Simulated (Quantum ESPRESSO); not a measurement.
# Si6NAl: a curve over strain

A calculation, not a measurement. The program is pw.x of Quantum ESPRESSO 7.5 (plane-wave density functional theory). The cell is made up: 8 atoms on a zincblende/diamond lattice, with randomly drawn elements, strain and displacements, not relaxed. PseudoDojo standard norm-conserving files (v0.5 for PBE, v0.4.1 for LDA and PBEsol) set the functional; there is no spin polarisation, spin-orbit coupling or dispersion term, and the masses in the input are unused placeholders.

Seven runs add a strain to one cell (the same linear strain along x, y and z); the atoms follow the cell and are not relaxed. Stress in the table is positive in tension.

Input of the run at +0.0032:

```
&control calculation='scf', pseudo_dir='./dojo.nc.sr.pbe.v0_5.standard.upf', outdir='./o', disk_io='medium', tprnfor=.true., tstress=.true. /
&system ibrav=0, nat=8, ntyp=3, nbnd=26, ecutwfc=84.00895049, nosym=.true., tot_charge=0,
 occupations='smearing', smearing='fd', degauss=0.0073498644
/
&electrons conv_thr=7.350e-09, electron_maxstep=60, /
ATOMIC_SPECIES
Al 1.0 Al.upf
N 1.0 N.upf
Si 1.0 Si.upf
CELL_PARAMETERS angstrom
5.3814 0.066 0.0458
0.066 5.4966 0.0545
0.0458 0.0545 5.4444
ATOMIC_POSITIONS angstrom
Si -0.0242 0.0377 0.0599
Si 0.0306 2.78 2.858
N 2.6831 0.1212 2.71
Si 2.6142 2.8123 0.0046
Si 1.2818 1.4271 1.4053
Si 1.4387 4.1836 4.1821
Si 4.1458 1.3932 4.0793
Al 4.188 4.0218 1.4184
K_POINTS automatic
6 6 6 1 1 1
```

| added strain | free energy less that of the input shown (eV) | stress xx (GPa) | stress yy (GPa) | stress zz (GPa) | stress xy (GPa) | pressure (GPa) | iterations |
| --- | --- | --- | --- | --- | --- | --- | --- |
| -0.0229 | 0.0110 | -3.49 | -3.18 | -4.36 | 1.43 | 3.68 | 11 |
| -0.0076 | -0.0562 | 0.49 | 1.03 | -0.07 | 1.31 | -0.49 | 11 |
| +0.0032 | 0.0000 | 2.85 | 3.50 | 2.47 | 1.24 | -2.94 | 11 |
| +0.0085 | 0.0554 | 3.87 | 4.58 | 3.58 | 1.20 | -4.01 | 11 |
| +0.0157 | 0.1587 | 5.14 | 5.92 | 4.95 | 1.15 | -5.34 | 11 |
| +0.0208 | 0.2498 | 5.97 | 6.78 | 5.84 | 1.12 | -6.20 | 11 |

Question: one run is left out of the table, at +0.0177. Estimate its stress xx (GPa).

Answer: 5.47. The whole row:

```
added strain  free energy less that of the input shown (eV)  stress xx (GPa)  stress yy (GPa)  stress zz (GPa)  stress xy (GPa)  pressure (GPa)  iterations
     +0.0177                                         0.1929             5.47             6.26             5.31             1.14           -5.68          11
```

A cubic fit gives a slope of stress xx against the added strain of 211 GPa at zero added strain, with the atoms clamped. Across the table the free energy follows the integral of the stress to within 0.4 meV. A rerun of one of the cells at 1437 eV and a 8 x 8 x 8 mesh moved values by no more than 0.004 eV in energy, 0.06 GPa in stress and 0.016 eV/Å in force.